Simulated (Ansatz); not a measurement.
## GaN (F-43m): G0W0 and the starting functional

```
CELL_PARAMETERS angstrom
0.00000 2.26750 2.26750
2.26750 0.00000 2.26750
2.26750 2.26750 0.00000
ATOMIC_POSITIONS crystal
Ga 0.00000 0.00000 0.00000
N 0.25000 0.25000 0.25000
```

Held fixed (Ansatz):

* datasets: soft PAW set, first generation
* k mesh: 6×6×6
* empty bands: 226
* response cutoff: 180 eV
* frequencies: plasmon pole, fitted at the program's default frequency
* q → 0 term: analytic weight of Carrier, Rohra and Görling
* points solved: Γ, L, X
* band sums: cut at the band count
* spin-orbit coupling: off

The gap is read direct at Γ, linearised, between the Kohn-Sham band edges among the points solved. ε∞ is the electronic dielectric constant on this mesh. Wave cutoffs: 420, 420 eV in the order of the table.

| orbitals | KS gap (eV) | G0W0 gap (eV) | ε∞ |
| --- | --- | --- | --- |
| PBE | 1.60 | 2.65 | 6.9 |
| LDA | 1.61 | ? | ? |

Problem. Fill in the row for LDA.

Solution. G0W0 gap 2.70 eV, ε∞ 7.0.

Soft PAW datasets can miss an all-electron G0W0 gap by more than 5 %. The PAW or pseudopotential files were made with PBE. Band sums or response are cut, so the gap isn't at its basis limit. Filled d shells converge slowest, and with PAW files the limit can differ from the all-electron one by tenths of an eV. Meshes this coarse can overestimate the dielectric constant by a tenth and more.
